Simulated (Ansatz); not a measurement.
Sc:
```
Sc
1.0
    3.22958     0.00000     0.00000
   -1.61479     2.79690     0.00000
    0.00000     0.00000     4.98509
Sc
2
Cartesian
  0.00000   1.86460   3.73882
  1.61479   0.93230   1.24627
```

Relaxed with LDA. Special points in fractions of this cell's reciprocal vectors: Γ (0.000, 0.000, 0.000); M (0.500, 0.000, 0.000); K (0.333, 0.333, 0.000); A (0.000, 0.000, 0.500); L (0.500, 0.000, 0.500); H (0.333, 0.333, 0.500).

**Question.** List the band energies nearest the Fermi level at these points for LDA in the plane-wave PAW code Ansatz.

**Answer.** In eV from the Fermi level; about four levels below and three above (degenerate sets whole), none deeper than 8.9 eV; points with the same levels are listed once.

```csv
k,below,above
Γ,-5.22 -1.75,1.00 1.64 1.64
M,-1.65 -1.17 -0.79 -0.26,1.33 1.44 2.05
K,-0.72 -0.72 -0.65 -0.61,1.08 1.08 2.31
A,-3.56 -3.56,1.05 1.05 1.53 1.53 1.53 1.53
L,-1.60 -1.60,0.10 0.10 1.50 1.50
H,-0.44 -0.44 -0.19 -0.19,0.37 0.37 2.56 2.56
```

Space group P6_3/mmc (hcp (Mg type)). The LDA relaxation kept the symmetry of its start. No spin polarisation was allowed.

Potentials: the earlier of the program's two PAW sets.
